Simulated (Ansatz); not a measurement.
# ReP2 in the CdI2-type structure

Level of theory: DFT, PBEsol, scalar-relativistic, no spin polarisation; plane waves to 420 eV with PAW datasets (Ansatz 0.2.0), Γ-centred 12×12×6 mesh, 0.05 eV Gaussian smearing. The datasets are Ansatz's generated set soft_2.

Space group P-3m1 (No. 164). a = 3.048 Å, b = 3.048 Å, c = 5.097 Å, α = 90.00°, β = 90.00°, γ = 120.00°
```json
{"atom": "Re", "site": "1a", "symmetry": "-3m.", "x": "0.0000", "y": "0.0000", "z": "0.0000"}
{"atom": "P", "site": "2d", "symmetry": "3m.", "x": "0.3333", "y": "0.6667", "z": "0.3285"}
```

The cell came from substitution into a structure type; whether the compound takes it is for experiment to say.

Task: Which orbitals carry the states at the Fermi level, and how many states are there?

Result: Within 0.1 eV of it: Re 5d 49 %, P 3p 40 %, P 3s 9 % (shares among the projected shells). The density of states at the Fermi level is about 1.3 states/eV per cell, averaged over 0.3 eV.

Density of states (tetrahedra, averaged over 0.5 eV; states/eV per cell of 3 atoms; energy in eV from the Fermi level; projections on Löwdin-orthogonalised atomic orbitals, summed over sites):

| E | total | Re 5d | P 3p | P 3s | Re 6s | Re 5p |
| --- | --- | --- | --- | --- | --- | --- |
| -6.60 | 2.00 | 0.58 | 1.20 | 0.12 | 0.07 | 0.02 |
| -6.10 | 1.04 | 0.33 | 0.58 | 0.08 | 0.03 | 0.01 |
| -5.60 | 0.91 | 0.31 | 0.50 | 0.06 | 0.02 | 0.01 |
| -5.10 | 0.86 | 0.33 | 0.45 | 0.04 | 0.01 | 0.00 |
| -4.60 | 1.72 | 0.83 | 0.71 | 0.08 | 0.05 | 0.01 |
| -4.10 | 2.29 | 1.18 | 0.87 | 0.11 | 0.07 | 0.01 |
| -3.60 | 2.86 | 1.57 | 1.01 | 0.15 | 0.04 | 0.01 |
| -3.10 | 3.39 | 1.77 | 1.32 | 0.17 | 0.02 | 0.02 |
| -2.60 | 1.79 | 0.88 | 0.74 | 0.10 | 0.01 | 0.01 |
| -2.10 | 1.47 | 0.65 | 0.66 | 0.10 | 0.01 | 0.01 |
| -1.60 | 1.40 | 0.82 | 0.47 | 0.07 | 0.00 | 0.00 |
| -1.10 | 0.91 | 0.54 | 0.28 | 0.05 | 0.01 | 0.00 |
| -0.60 | 1.03 | 0.53 | 0.38 | 0.07 | 0.02 | 0.00 |
| -0.10 | 1.31 | 0.63 | 0.49 | 0.10 | 0.02 | 0.00 |
| 0.40 | 1.24 | 0.56 | 0.51 | 0.10 | 0.02 | 0.00 |
| 0.90 | 1.42 | 0.72 | 0.54 | 0.08 | 0.02 | 0.00 |
| 1.40 | 2.20 | 1.18 | 0.74 | 0.13 | 0.05 | 0.00 |
| 1.90 | 1.58 | 0.76 | 0.57 | 0.11 | 0.06 | 0.00 |
| 2.40 | 1.58 | 0.71 | 0.53 | 0.13 | 0.11 | 0.00 |
| 2.90 | 1.33 | 0.42 | 0.54 | 0.16 | 0.11 | 0.00 |
| 3.40 | 1.72 | 0.45 | 0.64 | 0.16 | 0.21 | 0.00 |
| 3.90 | 1.37 | 0.30 | 0.51 | 0.12 | 0.11 | 0.00 |

The calculation's cell holds 25 valence electrons, an odd number. Without magnetic order each band takes two, so one stays part-filled and the crystal must be a metal. (Only strong correlation, outside this picture, could make a Mott insulator of it.)

For elements this heavy, spin–orbit coupling would shift levels and gaps; it isn't included here. Spin polarisation wasn't tried.
